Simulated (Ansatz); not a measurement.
Ge in space group P4_32_12 (No. 96; Ge on 4a, Ge on 8b), the program Ansatz at the r²SCAN level (PAW). The conduction-band minimum lies on the M–Γ line, 31 % of the way from M, with 4 equivalent valleys. Second derivatives d²E/dk² of the lowest band at one valley (eV·Å²), along Cartesian directions:

| direction | d²E/dk² |
|---|---|
| [100] | 83.93 |
| [010] | 83.93 |
| [001] | 59.48 |
| [110] | 94.97 |
| [101] | 71.71 |
| [011] | 71.71 |

**Question.** Find the principal effective masses, the density-of-states mass and the conductivity mass.

**Answer.** Off-diagonal terms follow from H_xy = H[110] − (H_xx + H_yy)/2, and m*/mₑ = 7.620 eV·Å² over each eigenvalue: 0.080, 0.10, 0.13. One valley's DOS mass (m₁m₂m₃)^(1/3) = 0.10, conductivity mass 3/(Σ 1/mᵢ) = 0.10 mₑ.

**Question.** What effective density of states Nc follows at 300 K for parabolic valleys?

**Answer.** Nc = 2.509e19 × 4 × (0.10)^(3/2) ≈ 3.2e18 cm⁻³.

The first step of the workflow began from a Materials Project structure, measured or hypothetical; the Crystallography Open Database files this formula in space group No. 96, but the cells were not matched. It is not the phase usual at ambient conditions (space group No. 227). Symmetry was held in the r²SCAN relaxation; its stability against distortions is not shown here. Spin–orbit coupling is left out wherever it is not named.

Potentials: the earlier of the program's two PAW sets.

Edges and masses are those of Kohn–Sham bands, whose gap is no quasiparticle gap.
